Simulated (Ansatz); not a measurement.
GaN:
```
CELL_PARAMETERS angstrom
     -1.42642     1.42642     2.46910
      1.42642    -1.42642     2.46910
      1.42642     1.42642    -2.46910
ATOMIC_POSITIONS crystal
  Ga 0.75625 0.75625 0.00000
  N  0.35875 0.35875 0.00000
```

Relaxed with r²SCAN.

### Question
Give the Bader charges and basin volumes of the independent atoms, DFT-r²SCAN in the program Ansatz with PAW potentials.

### Answer


```csv
atom,Bader charge (e),Bader volume (Å³)
Ga1,+1.71,8.1
N2,-1.71,12.0
```

Space group I4mm. The workflow started from a Materials Project entry (that database holds measured and hypothetical structures alike); the Crystallography Open Database copy checked does not list it. It is not the phase usual at ambient conditions (space group No. 186, 216). The cell was relaxed with r²SCAN under the symmetry of its start; whether a distortion lowers the energy is not shown.

Potentials: the later of the program's two PAW sets.
